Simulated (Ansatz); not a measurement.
In plane-wave PAW PBEsol (Ansatz code), ZrTa in the rock salt structure (Fm-3m) relaxes to a = 5.575 Å. Ta has 6 nearest neighbours from 2.79 Å (octahedral); Zr has 6 nearest neighbours from 2.79 Å (octahedral). Against the elements it lies at 1.18 eV/atom, with no fitted shifts.

Electronic character: metallic (no gap). Gap from PBEsol with spin–orbit coupling: none (metallic).

An equation-of-state fit gives a bulk modulus of 105 GPa. The relaxed-ion elastic constants in GPa are C11 = 195, C12 = 61.8, C44 = -84.5. The highest mode at Γ lies at 206 cm^-1.

The start of the workflow was typed in or built on a structure type; neither database checked (COD, Materials Project) lists it. Whether it is the stable phase at ambient conditions was not checked. The PBEsol relaxation kept the symmetry of its start. At this level the phase is mechanically unstable. The run is not spin-polarised. Its formation energy is positive at this level, so the cell may be metastable or incomplete. As this level gives no gap, shear constants depend on the k-mesh and smearing (Fermi–Dirac, 0.1 eV here). As this level gives no gap, phonon frequencies hold no LO–TO term and depend on the k-mesh and smearing (Fermi–Dirac, 0.1 eV here). On the denser mesh and wider smearing of the elastic run this cell carries a stress of 0.4 GPa. The references are the lowest solids computed at this level, not always the standard phases. Scalar-relativistic: spin–orbit coupling is off unless named, which matters more the heavier the elements.

Potentials: the later of the program's two PAW sets.
